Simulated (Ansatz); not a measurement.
Au (fcc, Cu type)

```xyz
1
Lattice="0.0000 2.0620 2.0620 2.0620 0.0000 2.0620 2.0620 2.0620 0.0000" Properties=species:S:1:pos:R:3 pbc="T T T"
Au     0.0000     0.0000     0.0000
```

Two coordinates are scanned: the volume, and the ratio of the stretch along z (the conventional c axis) to the stretch across it. Atoms keep their fractional coordinates.

Level of theory: r2SCAN (plane waves to 500 eV, PAW, scalar-relativistic; Ansatz, a quantum-chemistry and plane-wave program). k mesh 19×19×19 (Γ-centred), Fermi-Dirac smearing 0.05 eV. Compression counts positive. With partly filled bands, the response to shear is sensitive to the k mesh, so small differences along c/a are uncertain. Au was relaxed with its symmetry unable to fall. Spin-orbit coupling is left out, though Au is heavy.

At one point of the scan the stress tensor (GPa) is:

```
    8.1      0.0      0.0
    0.0      8.1      0.0
    0.0      0.0      5.8
```

Problem. Which point is it?
A. V/V₀ = 0.920, (c/a)/(c/a)₀ = 1.120
B. V/V₀ = 0.960, (c/a)/(c/a)₀ = 1.060
C. V/V₀ = 1.000, (c/a)/(c/a)₀ = 1.060
D. V/V₀ = 0.960, (c/a)/(c/a)₀ = 0.940

Solution. B, V/V₀ = 0.960, (c/a)/(c/a)₀ = 1.060

(A scan under strain: stresses follow from slopes of the energy per volume, elastic moduli from its curvatures.)
